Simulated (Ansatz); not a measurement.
MoIr:
```
CELL_PARAMETERS angstrom
      2.76370     0.00000     0.00000
      0.00000     2.76370     0.00000
      0.00000     0.00000     3.92058
ATOMIC_POSITIONS crystal
  Ir 0.00000 0.00000 0.00000
  Mo 0.50000 0.50000 0.50000
```

Relaxed with PBE. Special points in fractions of this cell's reciprocal vectors: Γ (0.000, 0.000, 0.000); X (0.000, 0.500, 0.000); M (0.500, 0.500, 0.000); Z (0.000, 0.000, 0.500); R (0.000, 0.500, 0.500); A (0.500, 0.500, 0.500).

Task: List the band energies nearest the Fermi level at these points for DFT-PBE with spin–orbit coupling in the program Ansatz with PAW potentials.

Result: In eV from the Fermi level; about four levels below and three above (degenerate sets whole), none deeper than 8.9 eV; points with the same levels are listed once.

```
k                    below                above
-  -----------------------  -------------------
Γ  -2.07 -2.07 -0.16 -0.16  0.38 0.38 2.70 2.70
X  -2.00 -2.00 -0.93 -0.93  0.08 0.08 1.37 1.37
M  -6.04 -6.04 -5.85 -5.85  1.52 1.52 1.59 1.59
Z  -1.23 -1.23 -0.64 -0.64  0.17 0.17 0.62 0.62
R  -1.76 -1.76 -0.12 -0.12  0.85 0.85 1.59 1.59
A  -2.73 -2.73 -1.49 -1.49  0.95 0.95 1.67 1.67
```

Space group P4/mmm (L1₀ or tetragonal B2). The start of the workflow was typed in or built on a structure type; neither database checked (COD, Materials Project) lists it. COD files the formula under space group No. 51, so this cell is another polymorph or a model. Whether it is the stable phase at ambient conditions was not checked. The PBE relaxation kept the symmetry of its start; its stability against distortions is not shown here. The run is not spin-polarised.

Potentials: the earlier of the program's two PAW sets.
